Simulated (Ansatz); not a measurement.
The cell is COD entry 1538176, as deposited and not checked against the literature; nothing was relaxed. The listed cell was then made from it by scaling, straining or moving an atom.

An input for LuSe: DFT, PBEsol, all-electron PAW with datasets made for the crystal, scalar-relativistic (Ansatz 0.2.0).

Command: `ansatz run input.yaml --threads 1 --pin off --max-ram 3072MiB --backend cpu --events-out ev --progress --plain --runs-dir out` The run took 17 s on 1 thread of Intel(R) Xeon(R) 6975P-C (Granite Rapids), on a shared host, peak memory 0.78 GiB.

```yaml
crystal:
  lattice:
    - [0.0, 2.788, 2.73224]
    - [2.788, 0.0, 2.73224]
    - [2.788, 2.788, 0.0]
  atoms:
    - { symbol: Lu, position: [0.0, 0.0, 0.0] }
    - { symbol: Se, position: [0.5, 0.5, 0.5] }
kpoints:
  mp_grid: { grid: [9, 9, 9] }
scf:
  occupations: { method: fermi_dirac, width: 0.02 }
hamiltonian:
  xc: pbesol
  pseudopotentials: { kind: all_electron, datasets: crystal }
output:
  forces: true
  stress: true
  eigenvalues: true
  efg: { contact_densities: true }
```

The results part of the log:

```
SCF 1 converged in 11 iterations: F = -462206.185916 eV  dr2 = 1.64e-8
  Residual-converged pass: ⟨swp⟩=3.1  Hψ=3779  notcnv=0  max |occ|·‖R‖ = 5.1e-6 eV (tolerance 5.3e-6 eV)  dr2=1.64e-8  dr2_onsite=1.24e-8  max |Δocc| = 1.9e-10
  greatest PAW one-centre occupation: 1.001 electrons in one spin orbital (limit 2), on the Se atom at site 1 (counted from 0), in its partial waves of l = 2
SCF converged after 11 iterations
Free energy (F): -462206.185916 eV
Harris-Foulkes:  -462206.185916 eV  (|F-HF|=8.56e-9)
Internal energy: -462206.184232 eV  (E = F + TS)
E sigma→0 (E₀):  -462206.185074 eV
Entropy (-TS):   -0.001684 eV (-0.842 meV/atom)
Past the cutoff: the bands carry plane waves up to 1.75 times it, of which those up to 1.5 times it add -0.000387 eV an atom, each by itself; the spheres take 0.000200 eV an atom off the energy for waves past 1.75 times it
By the cutoff:   a pressure is off by up to 0.006 GPa (1.2 times the spheres' own share and the shells' term, over an atom's volume, and 0.004 GPa: a bound that held against runs at twice the plane waves)
Past the cutoffs: a stress includes 0.0012 GPa for waves and charges beyond them, in addition to the slope of what the spheres take
In the spheres:  the bands' charges fall short by 8.0e-7 e at most (sound up to 1e-3)
Fermi energy:    17.651832 eV
--- Per-component energies (eV) ---
  The terms above E_closure are by the made datasets' own strengths, without shells solved beside the bands.
--- Forces (eV/Å), atoms counted from 1 ---
  atom   1  Lu    -0.00000000    -0.00000000    -0.00000000
  atom   2  Se     0.00000000     0.00000000     0.00000000
  max |Σ_I F_I| component: 2.45e-29 eV/Å
--- Stress (GPa, compression-positive) ---
       -0.683631       0.000000       0.000000
        0.000000      -0.683631       0.000000
        0.000000       0.000000       3.668603
  P = ⅓ Tr σ = 0.7671 GPa (7.671 kbar)
--- PAW observables at the nuclei: V_zz in 10²¹ V/m², potentials from the cell's mean, atoms counted from 1 ---
  atom   1  Lu V_zz =    -5.009998   η = 0.0000   by run symmetry: allowed
            electrostatic potential = -13868.124623 V   contact ρ = 6952849.421224 e/Å³
  atom   2  Se V_zz =    -2.191505   η = 0.0000   by run symmetry: allowed
            electrostatic potential = -4714.962207 V   contact ρ = 262450.859417 e/Å³
--- Band table (eV; the first three rows and the last of 75) ---
  k-point 0: bands = ["-39.6001", "-31.7291", "-31.7241", "-31.7157", "-31.7107", "-31.7107", "-10.2892", "-10.2892", "-10.2863", "1.6781", "11.4408", "11.4418", "11.4418", "11.5879", "11.6316", "11.6316", "11.6342", "14.7222", "14.7222", "14.7825", "17.3203", "17.3203", "17.5102", "17.9271"]
  k-point 1: bands = ["-39.5994", "-31.7291", "-31.7242", "-31.7156", "-31.7107", "-31.7107", "-10.3141", "-10.2913", "-10.2885", "1.8144", "11.4115", "11.4499", "11.4505", "11.5908", "11.6264", "11.6275", "11.6330", "13.7699", "14.2710", "14.3099", "17.4838", "17.6017", "17.7208", "18.8375"]
  k-point 2: bands = ["-39.5978", "-31.7291", "-31.7242", "-31.7156", "-31.7106", "-31.7106", "-10.3784", "-10.2968", "-10.2918", "2.1813", "11.2436", "11.4782", "11.4784", "11.5980", "11.6141", "11.6145", "11.6334", "12.3604", "13.4895", "13.5169", "17.6793", "18.2683", "18.3393", "20.3818"]
  k-point 74: bands = ["-39.5926", "-31.7288", "-31.7234", "-31.7158", "-31.7101", "-31.7101", "-10.4474", "-10.3702", "-10.3558", "2.6821", "11.4465", "11.4723", "11.5338", "11.5940", "11.6076", "11.6079", "11.6318", "11.6806", "12.9226", "13.3858", "15.6877", "19.2553", "20.0495", "21.3188"]
```
